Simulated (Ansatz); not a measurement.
Random displacements in W

Theory: DFT PBEsol, scalar-relativistic, plane waves, PAW (Ansatz). Cutoff 420 eV, Γ-centred 10×10×10 k-points, Gaussian smearing of 0.15 eV. Spin–orbit coupling is left out, which can shift energies with elements as heavy as these. No spin polarisation. Energies are free energies at this smearing, counted from the undisturbed cell; pressure is positive in compression.

The starting cell (as given, not relaxed at this level):

```yaml
crystal:
  lattice:
    - [3.19460, 3.19460, -3.19460]
    - [-3.19460, -3.19460, -3.19460]
    - [-3.19460, 3.19460, 3.19460]
  atoms:
    - { symbol: W, position: [0.00000, 0.50000, 0.00000] }
    - { symbol: W, position: [0.50000, 0.50000, 0.00000] }
    - { symbol: W, position: [0.00000, 0.50000, 0.50000] }
    - { symbol: W, position: [0.50000, 0.50000, 0.50000] }
    - { symbol: W, position: [0.00000, 0.00000, 0.00000] }
    - { symbol: W, position: [0.50000, 0.00000, 0.00000] }
    - { symbol: W, position: [0.00000, 0.00000, 0.50000] }
    - { symbol: W, position: [0.50000, 0.00000, 0.50000] }
```

The atoms are displaced (Å, in the unstrained cell):

```
atom ux uy uz
  W1   0.187   0.623   0.314
  W2  -0.291   0.494  -0.347
  W3   0.012  -0.465   0.129
  W4  -0.137  -0.220  -0.648
  W5   0.224  -0.197   0.205
  W6   0.329  -0.274  -0.109
  W7  -0.505   0.032  -0.113
  W8   0.181   0.007   0.569
```

The cell is not strained.

Question: What are the energy change, the stress and the forces?

Answer: ΔE = 2708.7 meV/atom; stress (xx, yy, zz, yz, xz, xy; compression positive) (92.55, 78.38, 42.55, 8.86, -6.48, 2.94) GPa.
```csv
atom,Fx (eV/Å),Fy,Fz
W1,3.90,-6.77,-1.74
W2,8.16,-9.50,-6.64
W3,0.41,8.25,2.02
W4,12.17,14.26,18.83
W5,-2.97,10.13,-0.95
W6,-7.55,4.44,5.59
W7,1.18,0.36,-3.70
W8,-15.30,-21.16,-13.41
```

Cost: 1 run of about 7.7 core-minutes, on Arm Neoverse V1 (shared hosts).